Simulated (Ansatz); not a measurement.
Relaxation of a relaxed Ti cell squeezed uniformly to 88 % of its volume; 2 atoms in the cell, which starts as P6₃/mmc (No. 194), hP2; a = 2.813 Å, b = 2.813 Å, c = 4.443 Å, α = 90.00°, β = 90.00°, γ = 120.00°. These are r2SCAN (plane waves to 500 eV, PAW, scalar-relativistic; Ansatz, an electronic-structure program) values and carry that method's errors. Γ-centred k-mesh 13×13×7 on the run's cell (coarser than for final values), Fermi–Dirac smearing 0.05 eV. This is the first round of the run. 

The optimiser's lines from the output (shortened; P is positive under compression):

```
relax step   1: F+E_penalty+E_count = -5008.52554444 eV  Δ(F+E_penalty+E_count) = +0.000e0 eV  max|allowed force component| = 1.480e-16 eV/Å  Δτ_max = 0.0000 Å  P = +18.696 GPa  Ω = 30.457 Å³  (6 SCF iters, dr2 threshold 1.00e-7 eV, accepted)
relax step   2: F+E_penalty+E_count = -5008.74234569 eV  Δ(F+E_penalty+E_count) = -2.168e-1 eV  max|allowed force component| = 2.961e-16 eV/Å  Δτ_max = 0.0000 Å  P = -1.200 GPa  Ω = 34.966 Å³  (7 SCF iters, dr2 threshold 2.00e-7 eV, accepted)
relax step   3: F+E_penalty+E_count = -5008.74400425 eV  Δ(F+E_penalty+E_count) = -1.659e-3 eV  max|allowed force component| = 2.220e-16 eV/Å  Δτ_max = 0.0000 Å  P = -0.168 GPa  Ω = 34.654 Å³  (5 SCF iters, dr2 threshold 2.00e-7 eV, accepted)
relax step   4: F+E_penalty+E_count = -5008.74408963 eV  Δ(F+E_penalty+E_count) = -8.538e-5 eV  max|allowed force component| = 1.203e-16 eV/Å  Δτ_max = 0.0000 Å  P = +0.020 GPa  Ω = 34.598 Å³  (4 SCF iters, dr2 threshold 1.61e-7 eV, accepted)
relax step   5: F+E_penalty+E_count = -5008.74409124 eV  Δ(F+E_penalty+E_count) = -1.613e-6 eV  max|allowed force component| = 4.071e-16 eV/Å  Δτ_max = 0.0000 Å  P = +0.002 GPa  Ω = 34.604 Å³  (4 SCF iters, dr2 threshold 1.21e-8 eV, accepted)
relax step   6: F+E_penalty+E_count = -5008.74662338 eV  Δ(F+E_penalty+E_count) = -2.532e-3 eV  max|allowed force component| = 4.348e-16 eV/Å  Δτ_max = 0.0000 Å  P = +0.041 GPa  Ω = 34.604 Å³  stress off target by 4.74e-2 GPa  SCF on the basis re-selected at this cell (its energy is not comparable with the rows above)  (8 SCF iters)
relax step   7: F+E_penalty+E_count = -5008.74661828 eV  Δ(F+E_penalty+E_count) = +5.094e-6 eV  max|allowed force component| = 4.626e-17 eV/Å  Δτ_max = 0.0000 Å  P = +0.000 GPa  Ω = 34.616 Å³  (3 SCF iters, dr2 threshold 5.61e-9 eV, accepted)
relax step   8: F+E_penalty+E_count = -5008.74662676 eV  Δ(F+E_penalty+E_count) = -8.474e-6 eV  max|allowed force component| = 2.776e-17 eV/Å  Δτ_max = 0.0000 Å  P = +0.001 GPa  Ω = 34.616 Å³  stress off target by 1.01e-3 GPa  SCF on the basis re-selected at this cell (its energy is not comparable with the rows above)  (5 SCF iters)
```

From the first to the last row the energy changes by -0.11 eV/atom and the volume by +13.7 %. The last row is marked as not comparable with the walk above it, whose basis was carried along; it does compare with step 1, since both stand on a basis selected at the nominal cutoff for their own cell.

Later rounds, restarted from the end of this one on a renewed k-mesh, logged 4 more steps and released under 0.01 eV/atom more. The final structure after all rounds: P6₃/mmc (No. 194), hP2, hcp (Mg type); a = b = 2.9359 Å, c = 4.6364 Å, α = β = 90.00°, γ = 120.00°. Between re-selections the logged energies stand on a plane-wave basis carried along with the cell. No spin polarisation in the result.

The run could not lose the symmetry of its start.

All atoms sit on sites fixed by symmetry, so only the cell could relax.
